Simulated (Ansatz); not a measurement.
Ta$_{4}$N$_{5}$:
```cif
data_N10Ta8
_chemical_formula_sum 'Ta8 N10'
_space_group_name_H-M_alt 'I4/m'
_space_group_IT_number 87
_space_group_name_Hall '-I 4'
_cell_length_a 6.86195
_cell_length_b 6.86195
_cell_length_c 4.26813
_cell_angle_alpha 90.000
_cell_angle_beta 90.000
_cell_angle_gamma 90.000
loop_
_atom_site_label
_atom_site_type_symbol
_atom_site_symmetry_multiplicity
_atom_site_Wyckoff_symbol
_atom_site_fract_x
_atom_site_fract_y
_atom_site_fract_z
_atom_site_occupancy
Ta1 Ta 8 h 0.39456 0.21702 0.00000 1
N1 N 2 b 0.00000 0.00000 0.50000 1
N2 N 8 h 0.09150 0.30878 0.00000 1
```
(The calculation used a cell of 9 atoms; values per cell refer to that cell.)

Relaxed at zero pressure with plane-wave PAW r²SCAN (Ansatz code).

### Question
The volume is raised by 3 % and shape and atoms relax at that volume. What pressure results, and how do the axes share the change?

### Answer
-8.6 GPa; a 1.1 %, b 1.1 %, c 0.8 %; the energy rises by 9 meV/atom.

### Question
Give the new structure.

### Answer

Space group I4/m (No. 87); a = b = 6.937 Å, c = 4.301 Å, α = β = γ = 90.00°

| atom | site | symmetry | x | y | z |
|---|---|---|---|---|---|
| Ta | 8h | m.. | 0.3946 | 0.2178 | 0.0000 |
| N | 2b | 4/m.. | 0.0000 | 0.0000 | 0.5000 |
| N | 8h | m.. | 0.0923 | 0.3109 | 0.0000 |

The phase is kept; no other phase was compared at this pressure.

The workflow started from a Materials Project entry (that database holds measured and hypothetical structures alike); the Crystallography Open Database copy checked does not list it. Its standing as an ambient phase is unchecked. Symmetry was held in the r²SCAN relaxation; whether a distortion lowers the energy is not shown. The run is not spin-polarised. Scalar-relativistic: spin–orbit coupling is off unless named, which matters more the heavier the elements.

Potentials: the later of the program's two PAW sets.
